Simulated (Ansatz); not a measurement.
The start is a relaxed Be cell displaced along its unstable phonon at q = (½, 0, 0) of its primitive reciprocal cell (73i cm⁻¹), largest move 0.15 Å. Cell shape, volume and atoms are optimised at zero target pressure with r2SCAN (plane waves to 500 eV, PAW, scalar-relativistic; Ansatz, a program for electronic structure). The first steps use a coarse 9×18×18 k-mesh.

The start:
```
CELL_PARAMETERS angstrom
     -2.50024     2.50024     2.50024
      1.25012    -1.25012     1.25012
      1.25012     1.25012    -1.25012
ATOMIC_POSITIONS crystal
  Be 0.00000 0.95758 0.04242
  Be 0.50000 0.04242 0.95758
```

```json
{
  "energy_released": "0.10 eV/atom",
  "volume_change": "+1.2 %, from 7.81 to 7.91 Å³/atom",
  "band_gap_at_the_end": "no gap (metallic)",
  "optimiser_moves": "10"
}
```

Final structure:

Space group P6₃/mmc (No. 194); a = 2.264 Å, b = 2.264 Å, c = 3.564 Å, α = 90.00°, β = 90.00°, γ = 120.00°

| atom | site | symmetry | x | y | z |
|---|---|---|---|---|---|
| Be | 2c | -6m2 | 0.3333 | 0.6667 | 0.2500 |

Final values are on a 23×23×13 k-mesh of the relaxed cell. No spin polarisation in the result.

The run could not lose the symmetry of its start.

Of the parent cell (Im-3m (No. 229)): it is a generated cell of Be: the first start was made by placing the elements on the sites of a structure type, and the end was not matched to a known phase here, so it may be hypothetical. Known forms of Be include space group No. 194.
